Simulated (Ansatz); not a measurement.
Here is the system:

Ge2Sb2Te5:
```cif
data_Ge2Sb2Te5
_chemical_formula_sum 'Ge2 Sb2 Te5'
_space_group_name_H-M_alt 'P 1'
_space_group_IT_number 1
_cell_length_a 4.19809
_cell_length_b 4.19809
_cell_length_c 16.64697
_cell_angle_alpha 90.000
_cell_angle_beta 90.000
_cell_angle_gamma 120.000
loop_
_space_group_symop_operation_xyz
  'x, y, z'
loop_
_atom_site_label
_atom_site_type_symbol
_atom_site_fract_x
_atom_site_fract_y
_atom_site_fract_z
_atom_site_occupancy
Ge1 Ge 0.33333 0.66667 0.89925 1
Ge2 Ge 0.66667 0.33333 0.10075 1
Sb1 Sb 0.00000 0.00000 0.68132 1
Sb2 Sb 0.00000 0.00000 0.31868 1
Te1 Te 0.00000 0.00000 0.00000 1
Te2 Te 0.66667 0.33333 0.80072 1
Te3 Te 0.33333 0.66667 0.19928 1
Te4 Te 0.33333 0.66667 0.57821 1
Te5 Te 0.66667 0.33333 0.42179 1
```

This is the LDA-relaxed structure.

**Question.** All from DFT-LDA in the program Ansatz with PAW potentials, unless another level is named. Estimate the highest zone-centre frequency.

**Answer.** 170 cm^-1.

**Question.** What about the Poisson's ratio?

**Answer.** 0.22.

Space group P-3m1. Symmetry was held in the LDA relaxation; of distortions, only those at the zone centre were tested. A crystal of weakly bound layers computed without a dispersion correction: the cell and the soft elastic constants depend strongly on that. As this level gives no gap, phonon frequencies hold no LO–TO term and depend on the k-mesh and smearing (Fermi–Dirac, 0.1 eV here). Scalar-relativistic: spin–orbit coupling is off unless named, which matters more the heavier the elements.

Potentials: the earlier of the program's two PAW sets.
